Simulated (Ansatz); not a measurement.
**Mg: electron density at the nuclei under pressure**

```yaml
crystal:
  lattice:
    - [-1.47650, 1.47650, 1.47650]
    - [1.47650, -1.47650, 1.47650]
    - [1.47650, 1.47650, -1.47650]
  atoms:
    - { symbol: Mg, position: [0.00000, 0.00000, 0.00000] }
```

The conventional cell has a = 2.953 Å, b = 2.953 Å, c = 2.953 Å, α = 90.00°, β = 90.00°, γ = 90.00°. Mg (atom 1) has 8 Mg at 2.56 Å as nearest neighbours.

The cell comes from COD entry 1538898, which wasn't checked; take it as a given geometry.

Level of theory: DFT, LDA, all-electron PAW with datasets made for the crystal, scalar-relativistic (Ansatz 0.2.0).

The runs use a Γ-centred 19×19×19 k mesh, Fermi–Dirac smearing of 0.03 eV, cutoff 160 eV (chosen by the program for this cell), no spin polarisation.

The contact density is the mean electron density over the nuclear volume; its changes follow the s electrons' response to bonding and compression. Changes below are taken from the unscaled cell, where it is 7724.15 e/Å³ at Mg.

Volumes at which the program chose other datasets or cutoffs are left out.

```csv
V/V(cell),P (GPa),Δρ(0) Mg (e/Å³)
0.9400,70.1,0.39
0.9600,64.9,0.25
0.9800,60.0,?
0.9900,57.8,0.06
1.0000,55.6,0.00
1.0100,53.5,?
1.0200,51.4,?
1.0400,47.6,-0.22
```

Question: Fill in "Δρ(0) Mg (e/Å³)" for the row "0.9800".

Answer: 0.12.

Question: What belongs in the row "1.0100", column "Δρ(0) Mg (e/Å³)"?

Answer: -0.06.

Question: Give the missing entry: row "1.0200", column "Δρ(0) Mg (e/Å³)".

Answer: -0.11.

The datasets are made afresh for each cell, so very small changes are uncertain.
